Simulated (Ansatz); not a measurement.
A geometry of Zn away from equilibrium: the start of the relaxation of a relaxed Zn cell, doubled along one cell vector, shaken by Gaussian noise of σ = 0.08 Å a coordinate. These are r2SCAN (plane waves to 500 eV, PAW, scalar-relativistic; Ansatz, a quantum-chemistry and plane-wave program) values and carry that method's errors. Γ-centred k-mesh 8×16×14 on the run's cell (coarser than for final values), Fermi–Dirac smearing 0.05 eV.

```xyz
2
Lattice="-3.3583 3.3583 2.5946 1.6791 -1.6791 1.2973 1.6791 1.6791 -1.2973" Properties=species:S:1:pos:R:3:forces:R:3 pbc="T T T" free_energy=-6651.251 pressure_GPa=0.8
Zn    -0.0019    -0.1178    -0.0060    0.1843    0.3486    0.5375
Zn    -1.5656     1.7083     1.3373   -0.1843   -0.3486   -0.5375
```

Positions in Å, forces in eV/Å, free energy of the cell in eV (comparable only within this code, potentials and settings). Largest force: 0.67 eV/Å, on Zn1, Zn2 (atoms numbered as listed); the geometry lies 0.03 eV/atom above the end of its relaxation.

No spin polarisation in the result.

The run could not lose the symmetry of its start, so the end can be a saddle point.

The end of the path is a generated cell of Zn: the first start was made by placing the elements on the sites of a structure type, and the end was not matched to a known phase here, so it may be hypothetical. Known forms of Zn include space group No. 194.
